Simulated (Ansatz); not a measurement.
TiPd, DFT, PBEsol, PAW with Ansatz's default frozen-core files, scalar-relativistic (Ansatz 0.2.0), run on 1 thread of Intel(R) Xeon(R) Platinum 8488C (Sapphire Rapids) on a shared host.

The cell comes from COD entry 1523469, which wasn't checked; take it as a given geometry. The listed cell was then made from it by scaling, straining or moving an atom.

Command: `ansatz run input.yaml --threads 1 --pin off --max-ram 3072MiB --backend cpu --events-out ev --progress --plain --runs-dir out`

```yaml
crystal:
  lattice:
    - [3.1905648617, 0.0, 0.0]
    - [0.0, 3.1905648617, 0.0]
    - [0.0, 0.0, 3.1905648617]
  atoms:
    - { symbol: Ti, position: [0.5, 0.5, 0.5] }
    - { symbol: Pd, position: [0.0, 0.0, 0.0] }
kpoints:
  mp_grid: { grid: [13, 13, 13] }
scf:
  occupations: { method: fermi_dirac, width: 0.08 }
hamiltonian:
  xc: pbesol
  pseudopotentials: { kind: paw }
output:
  forces: true
  stress: true
  eigenvalues: true
  efg: { contact_densities: true }
```

(1) How large is the problem that the program sets up?

(2) About how long does it take, and how much memory does it use?

(3) And the same cell and mesh by all-electron PAW (datasets made for this crystal), asked for forces, stress, eigenvalues, efg, on the same hardware?

## Answers

(1) 84 irreducible k-points, 619 plane waves at Γ, 19 bands.

(2) 3.5 s of wall time for 6 SCF iterations, with a peak of 0.43 GiB. Times on shared machines scatter by tens of per cent.

(3) 8.1 s, peak memory 0.52 GiB.
